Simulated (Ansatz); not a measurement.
## Is this Sn2PbO3 structure a true minimum?

The cell was found from a proposed guess, not taken from experiment.

These are results of Ansatz, DFT PBE, scalar-relativistic, plane waves, PAW, not measurements. Settings: cutoff 420 eV, Γ-centred mesh 8×8×2 on the computed 12-atom cell, Gaussian smearing of 0.02 eV; no spin polarisation.

The cell below (12 atoms, space group P4/nmm (No. 129)) is relaxed within its symmetry.

```cif
data_structure
_symmetry_space_group_name_H-M 'P 1'
_symmetry_Int_Tables_number 1
_cell_length_a 3.9246
_cell_length_b 3.9246
_cell_length_c 15.8854
_cell_angle_alpha 90.000
_cell_angle_beta 90.000
_cell_angle_gamma 90.000
_cell_volume 244.67
loop_
_atom_site_label
_atom_site_type_symbol
_atom_site_fract_x
_atom_site_fract_y
_atom_site_fract_z
_atom_site_occupancy
Sn1 Sn 0.50000 0.00000 0.58571 1
Sn2 Sn 0.00000 0.50000 0.72946 1
Sn3 Sn 0.00000 0.50000 0.41429 1
Sn4 Sn 0.50000 0.00000 0.27054 1
Pb1 Pb 0.50000 0.00000 0.92201 1
Pb2 Pb 0.00000 0.50000 0.07799 1
O1 O 0.50000 0.50000 0.65762 1
O2 O 0.00000 0.00000 0.65762 1
O3 O 0.50000 0.50000 0.00000 1
O4 O 0.00000 0.00000 0.00000 1
O5 O 0.00000 0.00000 0.34238 1
O6 O 0.50000 0.50000 0.34238 1
```

For the test it was strained at random (σ = 1.5 % a component), the atoms were moved at random (σ = 0.05 Å), and all was relaxed again on a coarse 4×4×1 mesh (in the run’s order of axes) with 0.10 eV smearing, with no symmetry imposed.

No dispersion correction is applied, so the spacing and binding between layers, chains or molecules are poorly described. These runs have no spin–orbit coupling, which can matter for Pb.

Q: What happens?

A: It returns, within 1 meV/atom of the unmoved cell on that mesh and with the same symmetry when read at 0.1 Å (P-1 at 0.01 Å, so small strains and shifts remain). No instability shows in this cell; modes of other wave vectors, which need another repeat, aren't tested.
